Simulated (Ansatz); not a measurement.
B in space group Cmce (No. 64; B on 8f) at seven volumes, DFT-PBEsol in the program Ansatz with PAW potentials, shape and atoms relaxed at each. One row is withheld.

```
V (Å³/atom)  P (GPa)
-----------  -------
5.737          30.02
5.926              ?
6.115           8.68
6.304           0.01
6.493          -7.56
6.682         -14.17
6.871         -19.95
```

Question: Fit the shown pressures and predict the withheld one.

Answer: P = (3/2)B₀(x^(7/2) − x^(5/2))[1 + (3/4)(B′ − 4)(x − 1)] with x = (V₀/V)^(2/3). Least squares on the six rows gives V₀ = 6.304 Å³/atom, B₀ = 270 GPa, B′ = 3.52. At V = 5.926, x = 1.0421 and P = 18.61 GPa. The run itself gave 18.62 GPa.

The start of the workflow was typed in or built on a structure type; neither database checked (COD, Materials Project) lists it. It is not the phase usual at ambient conditions (space group No. 166). The cell was relaxed with PBEsol under the symmetry of its start; of distortions, only those at the zone centre were tested.

Potentials: the later of the program's two PAW sets.
